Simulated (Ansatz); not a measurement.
Given:

BP:
Space group P6₃/mmc (No. 194); a = 3.180 Å, b = 3.180 Å, c = 7.871 Å, α = 90.00°, β = 90.00°, γ = 120.00°

| atom | site | symmetry | x | y | z |
|---|---|---|---|---|---|
| B | 2c | -6m2 | 0.3333 | 0.6667 | 0.2500 |
| P | 2d | -6m2 | 0.6667 | 0.3333 | 0.2500 |

This is the LDA-relaxed structure.

Q: All from plane-wave PAW LDA (Ansatz code), unless another level is named. Give the highest zone-centre frequency (without LO–TO term).

A: 976 cm⁻¹.

Q: Next, the bulk modulus (Birch–Murnaghan fit)?

A: 10.8 GPa.

Space group P6_3/mmc. The start of the workflow was typed in or built on a structure type; neither database checked (COD, Materials Project) lists it. It is not the phase usual at ambient conditions (space group No. 216). The LDA relaxation kept the symmetry of its start; phonons show weakly imaginary modes. A crystal of weakly bound layers computed without a dispersion correction: the cell and the soft elastic constants depend strongly on that.

Potentials: the earlier of the program's two PAW sets. The files were generated under PBE; for other functionals the program regenerates the frozen cores, and for LDA and PBEsol the local potential too.
